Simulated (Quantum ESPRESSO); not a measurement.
Kohn-Sham bands of LiPb (CsCl type)

```yaml
crystal:
  lattice:
    - [3.52626, 0.00000, 0.00000]
    - [0.00000, 3.52626, 0.00000]
    - [0.00000, 0.00000, 3.52626]
  atoms:
    - { symbol: Li, position: [0.00000, 0.00000, 0.00000] }
    - { symbol: Pb, position: [0.50000, 0.50000, 0.50000] }
```

Materials Project entry mp-2314; symmetrised, unrelaxed at this level. COD (Crystallography Open Database) has the formula in 2 space groups, this one among them (matched by group alone). Level: PBEsol, no spin polarisation, no spin-orbit coupling; pw.x of Quantum ESPRESSO at 60 Ry with PseudoDojo potentials, 10×10×10 k-points, Wannier90. Density: 12×12×12 mesh, cold smearing 0.01 Ry. Spin-orbit coupling is left out although heavy elements are present.

Q: List the Kohn-Sham levels between −8 and 3.0 eV relative to the Fermi level at the high-symmetry points, as a band run of pw.x on that density gives them (levels within 2 meV counted together).

A: 
```
point  k (reciprocal lattice)                   levels (eV)
-----  ----------------------  ----------------------------
Γ           0.000 0.000 0.000                     2.26 (×3)
X           0.000 0.500 0.000                         -4.04
M           0.500 0.500 0.000       -7.35, -2.83 (×2), 2.25
R           0.500 0.500 0.500  -5.77, -0.63 (×3), 2.49 (×3)
```
